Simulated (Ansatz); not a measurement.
Data:

AgI (zinc blende, F-43m), a = b = c = 6.348 Å, α = β = γ = 90.00°; the cell used has 2 atoms.

This is the LDA-relaxed structure.

All from DFT-LDA in the program Ansatz with PAW potentials, unless another level is named. Predict the largest static χ(2) component.

1.2 pm/V.

Predict the electronic dielectric constant ε∞ (DFPT).

5.93.

And the static dielectric constant ε0 (ions relaxed, cell fixed)?

7.26.

The LDA relaxation kept the symmetry of its start. No spin polarisation was allowed. Spin–orbit coupling is left out wherever it is not named.

Potentials: the earlier of the program's two PAW sets. The files were generated under PBE; for other functionals the program regenerates the frozen cores, and for LDA and PBEsol the local potential too.
